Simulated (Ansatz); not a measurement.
# Surface calculation: bcc Fe (111), 6 layers

The slab is cut from the bcc crystal, the stable phase, as relaxed on PAW files (11.35 Å³/atom), with 16 Å of vacuum and a dipole correction:

```
CELL_PARAMETERS angstrom
4.00414 0.00000 0.00000
-2.00207 3.46769 0.00000
0.00000 0.00000 20.08670
ATOMIC_POSITIONS crystal
Fe 0.16667 0.33333 0.39827
Fe 0.50000 0.00000 0.43896
Fe 0.83333 0.66667 0.47965
Fe 0.16667 0.33333 0.52035
Fe 0.50000 0.00000 0.56104
Fe 0.83333 0.66667 0.60173
```

Level of theory: DFT with PBE, scalar-relativistic, in Ansatz 0.2.0; a Γ-centred 11×11×1 k mesh, Fermi–Dirac smearing of 0.1 eV, spin-polarised from start moments Fe1 2.5, Fe2 2.5, Fe3 2.5, Fe4 2.5, Fe5 2.5, Fe6 2.5 μB. LAPW: all electrons, basis error target 1 meV/atom; PAW: frozen-core files, cutoff 420 eV.

The bulk energy comes from a cell in the slab's orientation on a 11×11×15 mesh. The surface energy is (E(slab) − N·E(bulk))/2A at zero smearing, the mean of both faces; thin slabs carry quantum-size effects.

Other magnetic orders may lie lower.

**Question.** As cut, the LAPW slab lies 4.931 eV above 6 atoms of bulk. What surface energy is that?

**Answer.** Over two faces of 13.89 Å² it is 177.6 meV/Å², and times 16.02 J/m² per eV/Å² that gives γ = 2.845 J/m².

```csv
method,γ as cut (J/m²),γ relaxed (J/m²),Φ as cut (eV),Φ relaxed (eV)
LAPW,2.845,?,?,3.96
```

**Question.** Give the missing entry: row "LAPW", column "Φ as cut (eV)".

**Answer.** 3.87.

**Question.** Give the missing entry: row "LAPW", column "γ relaxed (J/m²)".

**Answer.** 2.780.

**Question.** How do the spacings between the planes relax?

**Answer.** From the bottom face up: d12 -9.9 % of 0.817 Å, d23 -16.8 % of 0.817 Å, d34 +21.9 % of 0.817 Å, d45 -16.8 % of 0.817 Å, d56 -9.9 % of 0.817 Å.

**Question.** How do the moments vary through the slab?

**Answer.** Fe1 2.83, Fe2 2.37, Fe3 2.53, Fe4 2.53, Fe5 2.37, Fe6 2.83 μB in the LAPW spheres; the bulk has Fe 2.21 μB.

**Question.** What changes if the vacuum is set to 7 Å?

**Answer.** LAPW then gives: no gap, work function 3.96 eV; PAW: no gap, work function 3.91 (top) and 3.94 (bottom) eV. The program warns that the vacuum is too thin.
